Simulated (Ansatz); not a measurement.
**From a trial cell to the properties of TiP (zincblende structure)**

The computed numbers are results of PBEsol, scalar-relativistic (no spin polarisation) in the plane-wave PAW code Ansatz at 420 eV, Γ-centred 10×10×10 mesh, 0.05 eV Gaussian smearing; PAW files: Ansatz's generated set soft_2.

This is a trial structure; measured cells of the compound in the Crystallography Open Database are in space group P63/mmc.

The start:

```cif
data_structure
_symmetry_space_group_name_H-M 'P 1'
_symmetry_Int_Tables_number 1
_cell_length_a 3.5024
_cell_length_b 3.5024
_cell_length_c 3.5024
_cell_angle_alpha 60.000
_cell_angle_beta 60.000
_cell_angle_gamma 60.000
_cell_volume 30.38
loop_
_atom_site_label
_atom_site_type_symbol
_atom_site_fract_x
_atom_site_fract_y
_atom_site_fract_z
_atom_site_occupancy
Ti1 Ti 0.00000 0.00000 0.00000 1
P1 P 0.25000 0.25000 0.25000 1
```

The first steps of the search for zero pressure:

| run | level | k-mesh | kind | V (Å³/atom) | P (GPa) | gap on the mesh (eV) |
| --- | --- | --- | --- | --- | --- | --- |
| 1 | PBEsol | 10×10×10 | fixed cell | 15.19 | 51.0 | metal |
| 2 | PBEsol | 10×10×10 | fixed cell | 17.01 | 26.3 | metal |

At which volume does PBEsol reach zero pressure?

20.66 Å³/atom, about 36.0 % over the start.

The steps that followed:

| run | level | k-mesh | kind | V (Å³/atom) | P (GPa) | E − E(final) (meV/atom) | gap on the mesh (eV) |
| --- | --- | --- | --- | --- | --- | --- | --- |
| 3 | PBEsol | 10×10×10 | fixed cell | 19.05 | 8.9 | 41.9 | metal |
| 4 | PBEsol | 10×10×10 | fixed cell | 20.90 | -1.0 | 0.7 | metal |
| 5 | PBEsol | 10×10×10 | fixed cell | 20.66 | 0.0 | 0.0 | metal |

The final structure (symmetry read at 0.01 Å). The structure is cubic, space group F-43m (No. 216). The conventional cell has a = 5.488 Å, b = 5.488 Å, c = 5.488 Å, α = 90.00°, β = 90.00°, γ = 90.00°. Around Ti (site symmetry -43m) lie 4 P at 2.38 Å. P (site symmetry -43m) is surrounded by 4 Ti at 2.38 Å. (Neighbours are counted to 15 % beyond the shortest distance.)

At the final geometry the gap, band path included, is zero (metallic). The equation of state gives B0 = 94 GPa and B0′ = 3.9. Against the elements' standard states, run alike and uncorrected, the formation energy is -0.47 eV/atom. 

**Why it comes out so.**

With 17 valence electrons in the calculation's cell and no magnetic order, the bands, two electrons each, can't all be full or empty: band theory demands a metal. (Only strong correlation, outside this picture, could make a Mott insulator of it.)

Spin polarisation wasn't tried.
